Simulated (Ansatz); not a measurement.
Fe:
```
Fe
1.0
   -1.43009     1.43009     1.43009
    1.43009    -1.43009     1.43009
    1.43009     1.43009    -1.43009
Fe
1
Direct
  0.00000   0.00000   0.00000
```
Starting moments (μB, in the order of the atoms Fe): 2.8.

Relaxed with r²SCAN+D4. Special points in fractions of this cell's reciprocal vectors: Γ (0.000, 0.000, 0.000); H (0.500, -0.500, 0.500); N (0.000, 0.000, 0.500); P (0.250, 0.250, 0.250).

Q: List the band energies nearest the Fermi level at these points for plane-wave PAW r²SCAN+D4 (Ansatz code).

A: In eV from the Fermi level; about four levels below and three above (degenerate sets whole), none deeper than 8.9 eV; … stands for higher levels left out; points with the same levels are listed once.

```json
[
 {"k": "Γ ↑", "below": "-3.06 -3.06 -3.06 -1.84 -1.84", "above": "…"},
 {"k": "H ↑", "below": "-5.34 -5.34 -0.73 -0.73 -0.73", "above": "…"},
 {"k": "N ↑", "below": "-4.06 -1.80 -1.68 -0.47", "above": "0.50 …"},
 {"k": "P ↑", "below": "-3.82 -3.82 -3.82 -1.64 -1.64", "above": "…"},
 {"k": "Γ ↓", "below": "–", "above": "0.36 0.36 0.36"},
 {"k": "H ↓", "below": "-2.71 -2.71", "above": "3.17 3.17 3.17"},
 {"k": "N ↓", "below": "-3.57 -1.08 -0.08", "above": "2.45 2.93 …"},
 {"k": "P ↓", "below": "-1.63 -1.63 -1.63", "above": "2.98 2.98 …"}
]
```

Space group Im-3m (bcc (W type)). The r²SCAN+D4 relaxation kept the symmetry of its start. Magnetic state: ferromagnetic, chosen from 3 collinear starts compared on coarse meshes (ties went to the first, and starts can fall back to one state), not a proven ground state. Textbook magnetic order: ferromagnetic. Other orbital occupations within this spin state were not tried. For itinerant 3d metals, meta-GGAs of the SCAN family and hybrids are commonly reported to give too large moments. The pairwise dispersion correction was not fitted to metals.

Potentials: the earlier of the program's two PAW sets.
